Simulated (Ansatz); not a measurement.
Values for one crystal, relaxed and computed with plane-wave PAW r²SCAN (Ansatz code); other levels are named.

| Quantity | Result |
|---|---|
| Volume per atom | 27.93 Å³ |
| Electronic character | metallic (no gap) |
| Density of states at the Fermi level | 0.88 states/eV per atom (mean over ±0.08 eV) |
| Formation energy from the elements (no fitted shifts) | -0.19 eV/atom |

Which of these materials gives this?
A. LuNi5, P6/mmm (Lu on 1a, Ni on 3g, Ni on 2c)
B. LuZn, CsCl type
C. LuPb2, MoSi2 or CaC2 type
D. Bi2Pd, MoSi2 or CaC2 type

C, LuPb2, MoSi2 or CaC2 type

Space group I4/mmm (MoSi2 or CaC2 type). The workflow started from an entry of the Crystallography Open Database (COD). Whether it is the stable phase at ambient conditions was not checked. Symmetry was held in the r²SCAN relaxation; its stability against distortions is not shown here. The references are the lowest solids computed at this level, not always the standard phases. Spin–orbit coupling is left out wherever it is not named.

Potentials: the later of the program's two PAW sets.
